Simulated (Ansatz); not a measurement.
Ansatz (a quantum-chemistry and plane-wave program) input:

Ansatz 0.2 input:
```yaml
crystal:
  lattice:
    - [0.0, 2.7529943609, 2.7529943609]
    - [2.7529943609, 0.0, 2.7529943609]
    - [2.7529943609, 2.7529943609, 0.0]
  atoms:
    - { symbol: P, position: [0.75, 0.75, 0.75] }
    - { symbol: Ga, position: [0.0, 0.0, 0.0] }
kpoints:
  mp_grid: { grid: [9, 9, 9] }
basis: { xc_grid: 2 }
hamiltonian:
  xc: pbe
  pseudopotentials: { kind: paw }
scf:
  occupations: { method: fixed }
checkpoint: { read: static.run }
output: { write_density: true, elf: true, volumetric_format: npy }
```

Output (shortened):

```
Pseudopotential: P, paw, valence charge 5
Pseudopotential: Ga, paw, valence charge 13
Functional definition: PBE
Crystal: 2 atoms, lattice volume = 41.730 Å³
Basis set: ecut = 420 eV, 869 PW (Γ), exchange–correlation on 54×54×54 points (8 copies of the dense FFT grid, shifted against one another)
Bands: 13, of which v1, the nominal top of the filled ones, is band 9 counted from 1 (8 counted from 0)
Symmetry: 24 space group operations
Space group: F-43m (ITA 216), of the structure as read, at distance tolerance 3.5e-5 Å
k-points: 35 of 729 (time reversal used)
Stability of the state it starts from, as read at its close in the unpolarized treatment …
iter 1 solved again at ethr=1.01e-6 eV; its pass at ethr=3.10e-3 eV (dr2=1.81e-4 eV) is discarded
SCF iter   1: F=—  HF=-4539.558828 eV  |F-HF|=—  |Δ(HF+E_count)|=         —  Δρ=7.42e-7  dr2=2.34e-10  ethr=1.01e-6  ⟨swp⟩=2.8  Hψ=3570  notcnv=0  defer=69
preconditioner: auto → none
SCF iter   2: F=—  HF=-4539.558825 eV  |F-HF|=—  |Δ(HF+E_count)|=   2.56e-6  Δρ=1.17e-6  dr2=5.24e-10  ethr=1.30e-12  ⟨swp⟩=9.1  Hψ=2774  notcnv=0
SCF iter   3: F=-4539.558825 eV  HF=-4539.558825 eV  |F-HF|=1.60e-10  |Δ(HF+E_count)|=  2.15e-10  Δρ=6.31e-7  dr2=1.37e-10  ethr=1.30e-12  ⟨swp⟩=1.0  Hψ=1320  notcnv=0
SCF 1 converged in 3 iterations: F = -4539.558825 eV  dr2 = 1.37e-10
SCF converged after 3 iterations
Free energy (F): -4539.558825 eV
Harris-Foulkes:  -4539.558825 eV  (|F-HF|=1.60e-10)
Internal energy: -4539.558825 eV  (E = F + TS)
E sigma→0 (E₀):  -4539.558825 eV
Fermi energy:    6.706782 eV
--- Per-component energies (eV) ---
  E_band       = -63.769784
  E_kinetic    = 185.369333
  E_local      = -2220.752300  (includes V_loc(G=0)·N_el)
  E_nonlocal   = 458.823308
  E_hartree    = 1025.271573
  E_xc         = -130.305224
  E_vxc        = -118.401796  (∫ρ·V_xc dr)
  E_paw        = -2558.549172  (= ΣΔE_a)
  E_vpaw       = -419.350750  (= ΣTr[D̂ρ^β])
  E_aug_tail   = -0.000085  (compensation charges beyond the density's cutoff)
  E_ewald      = -1299.416259
  E_smearing   =  0.000000  (= −TS)
  E_closure    = 0.000000  (closes the sum)
  Σ components = -4539.558825   (vs F -4539.558825, Δ=0.00e0)
  [band-id]    e_kinetic+e_local+e_nonlocal+2·e_hartree+e_vxc+e_vpaw+e_augmentation_tail = -63.769145   (vs E_band -63.769784, Δ=6.40e-4)
--- Band table (eV; the first three rows and the last of 35) ---
  k-point 0: bands = ["-7.7760", "-7.7760", "-7.7760", "-7.6854", "-7.6854", "-5.5606", "6.7068", "6.7068", "6.7068", "8.2857", "10.5994", "10.5994", "10.5994"]
  k-point 1: bands = ["-7.7856", "-7.7726", "-7.7726", "-7.6854", "-7.6854", "-5.4066", "5.3253", "6.5293", "6.5293", "8.9556", "10.8735", "10.8735", "10.9740"]
  k-point 2: bands = ["-7.8083", "-7.7647", "-7.7647", "-7.6846", "-7.6846", "-4.9645", "3.3678", "6.1641", "6.1641", "8.8463", "11.3524", "11.3524", "12.4602"]
  k-point 34: bands = ["-7.8643", "-7.7412", "-7.7229", "-7.6987", "-7.6770", "-2.7571", "0.3709", "3.1478", "3.7650", "11.0178", "11.3767", "12.2981", "13.9478"]
```

Cost: around 2.9 core-seconds (rough) on shared cores.

The cell was relaxed with PBE under the symmetry of its start; phonons on a q-mesh show no instability. Scalar-relativistic: spin–orbit coupling is off unless named, which matters more the heavier the elements.

Potentials: the later of the program's two PAW sets.

Ansatz is a plane-wave DFT program.
